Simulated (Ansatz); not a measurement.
Mo2ZrC2O2, ordered double-metal MXene-type layer, relaxed and computed with two functionals in Ansatz (plane waves, PAW).

| functional | a (Å) | thickness (Å) |
|---|---|---|
| PBE | ? | ? |
| r²SCAN+D4 | 3.008 | 7.76 |

Complete the blanks.


- PBE, a (Å): 3.023
- PBE, thickness (Å): 7.79

All cells were relaxed under the symmetry of their starts (and spin orders); stability against distortions was not tested throughout. Rows with no word on spin ran without spin polarisation. No Hubbard U is applied. Scalar-relativistic: spin–orbit coupling is off unless named, which matters more the heavier the elements. Constructed layers (a layer type filled with these elements): Mo2ZrC2O2, ordered double-metal MXene-type layer; Mo2ZrC2O2, ordered double-metal MXene-type layer.

Potentials: the later of the program's two PAW sets.

Ansatz (an electronic-structure program) is a plane-wave DFT program.
